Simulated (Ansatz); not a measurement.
CeO2:
```cif
data_Ce4O8
_chemical_formula_sum 'Ce4 O8'
_space_group_name_H-M_alt 'Fm-3m'
_space_group_IT_number 225
_space_group_name_Hall '-F 4 2 3'
_cell_length_a 5.39858
_cell_length_b 5.39858
_cell_length_c 5.39858
_cell_angle_alpha 90.000
_cell_angle_beta 90.000
_cell_angle_gamma 90.000
loop_
_atom_site_label
_atom_site_type_symbol
_atom_site_symmetry_multiplicity
_atom_site_Wyckoff_symbol
_atom_site_fract_x
_atom_site_fract_y
_atom_site_fract_z
_atom_site_occupancy
Ce1 Ce 4 a 0.00000 0.00000 0.00000 1
O1 O 8 c 0.25000 0.25000 0.25000 1
```
(The calculation used a cell of 3 atoms; values per cell refer to that cell.)

Relaxed with PBEsol. Independent-particle spectrum: no excitons, no local fields, no scissors shift; 0.1 eV broadening; ε₁ of the summed bands alone.

Problem. Tabulate the dielectric function from PBEsol in the plane-wave PAW code Ansatz.

Solution. 

```
E (eV)  ε₁ xx  ε₂ xx
------  -----  -----
0.0      7.77   0.00
0.5      7.90   0.00
1.0      8.34   0.00
1.5      9.38   0.00
2.0     12.79   0.07
2.5      9.51  15.47
3.0      2.51   6.68
3.5      3.44   5.53
4.0      4.60   4.77
4.5      2.67   4.24
5.0      2.65   4.49
5.5      1.95   3.24
6.0      0.53   2.38
6.5      2.64   1.13
7.0      4.20   1.80
7.5      3.42   3.32
8.0      4.68   2.98
8.5      4.26   4.35
9.0      5.08   4.23
9.5      3.28   7.17
10.0     0.16   8.72
10.5    -1.99   5.23
11.0    -0.82   3.03
11.5     0.65   3.26
12.0    -1.73   5.88
```

Problem. From ε at 2.6 eV (xx: 5.43 + 13.32i), find n, k, the normal reflectivity and the absorption coefficient.

Solution. n = 3.15, k = 2.116, R = 42 %, α = 2kE/ħc = 560000 cm⁻¹.

With all bands, ε∞ without local fields is 8.06. DFPT, with local fields, gives 7.84.

The cell was relaxed with PBEsol under the symmetry of its start. No spin polarisation was allowed. The 4f shell is in the valence. No Hubbard U is applied. Scalar-relativistic: spin–orbit coupling is off unless named, which matters more the heavier the elements.

Potentials: the earlier of the program's two PAW sets. The files were generated under PBE; for other functionals the program regenerates the frozen cores, and for LDA and PBEsol the local potential too.
